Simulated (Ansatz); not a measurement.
A relaxed cell of Sb2O is given with its symmetry left out. The cell was found from a structure generator's guess, not taken from experiment.

The calculation used DFT PBE, scalar-relativistic, plane waves, PAW in Ansatz. Cutoff 420 eV, Γ-centred mesh, Gaussian smearing, no spin polarisation.

```cif
data_structure
_symmetry_space_group_name_H-M 'P 1'
_symmetry_Int_Tables_number 1
_cell_length_a 4.4582
_cell_length_b 4.4582
_cell_length_c 3.0513
_cell_angle_alpha 90.000
_cell_angle_beta 90.000
_cell_angle_gamma 90.000
_cell_volume 60.65
loop_
_atom_site_label
_atom_site_type_symbol
_atom_site_fract_x
_atom_site_fract_y
_atom_site_fract_z
_atom_site_occupancy
Sb1 Sb 0.50000 0.00000 0.00000 1
Sb2 Sb 0.00000 0.50000 0.00000 1
O1 O 0.00000 0.00000 0.50000 1
```

Energies over the elements count from the elements' standard structures at the same level (O₂ as a molecule), with no fitted energy shifts.

Task: Find its symmetry and describe it.

Result: P4/mmm (No. 123). Conventional cell: a = 4.458 Å, c = 3.051 Å. Sb is surrounded by 4 O at 2.70 Å and 6 Sb at 3.05–3.15 Å; O is surrounded by 8 Sb at 2.70 Å and 2 O at 3.05 Å.

Task: What is its formation energy per atom?

Result: +0.05 eV/atom. A positive value: parting into the elements would lower its energy.

Task: Is it a metal?

Result: Yes, bands cross the Fermi level on the 8×8×8 mesh.

The last run used an 8×8×8 mesh for its 6-atom cell and Gaussian smearing of 0.10 eV. These runs have no spin–orbit coupling, which can matter for Sb. A structure relaxed within its symmetry needn't be a true minimum. Another cell of Sb2O relaxed alike, in P4_2/mnm, lies 261 meV/atom lower, so this cell isn't the stable form at this level.
